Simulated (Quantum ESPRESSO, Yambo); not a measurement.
# Quasiparticle gap of K$_{2}$S at -0.7 % isotropic strain

```
CELL_PARAMETERS angstrom
      0.00000     3.64151     3.64151
      3.64151     0.00000     3.64151
      3.64151     3.64151     0.00000
ATOMIC_POSITIONS crystal
  S  0.00000 0.00000 0.00000
  K  0.75000 0.75000 0.75000
  K  0.25000 0.25000 0.25000
```

The PBEsol cell relaxed from Materials Project entry mp-1022 was given an isotropic strain of -0.7 % on all lattice vectors, and the atoms were relaxed again.

Starting point: norm-conserving PBEsol (Quantum ESPRESSO, 74 Ry, without SOC). G0W0 in Yambo: 4×4×4 Γ-centred k mesh, 180 bands and a 8 Ry block in the screening, 180 bands in G with the Bruneval-Gonze terminator, plasmon pole fitted at 27.2 eV.

| Quantity | Value |
|---|---|
| PBEsol gap along the band path | 2.40 eV |
| PBEsol gap between the mesh's edge points (X → Γ) | 2.40 eV |
| G0W0 gap between the same points | 4.28 eV |
| PBEsol smallest direct gap on the mesh (at Γ) | 2.65 eV |
| G0W0 direct gap at that point | 4.49 eV |

```
k point  band  E PBEsol (eV)  E QP (eV)  shift (eV)     Z
-------  ----  -------------  ---------  ----------  ----
Γ          VB          -0.25      -1.77       -1.52  0.80
Γ          CB           2.40       2.72        0.32  0.85
L          VB          -0.09      -1.62       -1.53  0.80
L          CB           4.72       5.16        0.45  0.84
X          VB           0.00      -1.56       -1.56  0.80
X          CB           3.43       3.84        0.42  0.85
```

Energies count from the PBEsol valence-band maximum.

Convergence of the G0W0 settings was not tested.
